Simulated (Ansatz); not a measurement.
**MgS (Fm-3m), a vibration from a frozen displacement**

Level of theory: DFT PBEsol, scalar-relativistic, plane waves, PAW in Ansatz. Settings: plane waves to 420 eV, k-mesh 8×8×8 (Γ-centred), Gaussian smearing 0.05 eV. No spin polarisation. Energies are free energies at this smearing, counted from the undisturbed cell; pressure is positive in compression.

The undisturbed cell (as given, not relaxed at this level; it stands at -0.9 GPa):

```
CELL_PARAMETERS angstrom
0.00000 2.60165 2.60165
2.60165 0.00000 2.60165
2.60165 2.60165 0.00000
ATOMIC_POSITIONS crystal
Mg 0.00000 0.00000 0.00000
S 0.50000 0.50000 0.50000
```

Every S atom is moved by x along the Cartesian unit vector (0.000, 0.000, -1.000); the cell and all other atoms stay fixed. The cell's volume is 35.22 Å³; the moved atoms weigh 32.060 u together and the others 24.305 u. Some rows repeat others by symmetry and weren't run.

```
  x (Å)  ΔE (meV/cell) total force on the moved atoms along the move (eV/Å) pressure (GPa)
-0.2000          62.61                                                0.6952          0.4251
-0.1750          46.70                                                0.5798          0.0978
-0.1500          33.53                                                0.4759         -0.1816
-0.1250          22.82                                                0.3818         -0.4150
-0.1000          14.37                                                0.2958         -0.6040
-0.0750           7.98                                                0.2163         -0.7496
-0.0500           3.51                                                0.1415         -0.8530
-0.0250           0.87                                                0.0700         -0.9147
 0.0000           0.00                                                0.0000         -0.9353
 0.0250           0.87                                               -0.0700         -0.9147
 0.0500           3.51                                               -0.1415         -0.8530
 0.0750           7.98                                               -0.2163         -0.7496
 0.1000          14.37                                               -0.2958         -0.6040
 0.1250          22.82                                               -0.3818         -0.4150
 0.1500          33.53                                               -0.4759         -0.1816
 0.1750          46.70                                               -0.5798          0.0978
 0.2000          62.61                                               -0.6952          0.4251
```

Q: What frequency belongs to this motion?

A: The force constant is k = −dF/dx = 2.800 eV/Å², from the parabola through x = -0.0250, 0 and 0.0250. In every cell the moved atoms swing against the rest, so the mass is μ = m₁m₂/(m₁ + m₂) = 13.825 u, and ν̃ = 521.5 cm⁻¹ × √(|k|/μ) = 235 cm⁻¹. To first order in x, and within 1 %, the force on every atom lies along the move and, within each of the two groups, in proportion to the atom's mass, so this is itself a mode at the zone centre of this cell, taken without macroscopic field (the transverse frequency in a polar insulator).

Q: How far does the harmonic law reach?

A: At x = -0.200 Å, kx²/2 = 56.00 meV against the computed 62.61 meV (+11.8 %): the well stiffens in this direction at large amplitude.

Q: The pressure changes with x². What does that say about the frequency under compression?

A: With E = k(V)x²/2, k ∝ V^(−2γ) and x scaling with the cell as V^(1/3), P − P0 = −∂E/∂V = (2γ − 2/3) ΔE/V. At x = 0.0500 Å, V(P − P0) = 35.22 × 0.08229 / 160.2 eV = 18.09 meV and ΔE = 3.51 meV, so γ = 1/3 + V(P − P0)/(2ΔE) = 2.91. This is the Grüneisen parameter of the motion under uniform scaling of the cell: shrinking the cell evenly by 1 % in volume raises the frequency by about 2.91 %.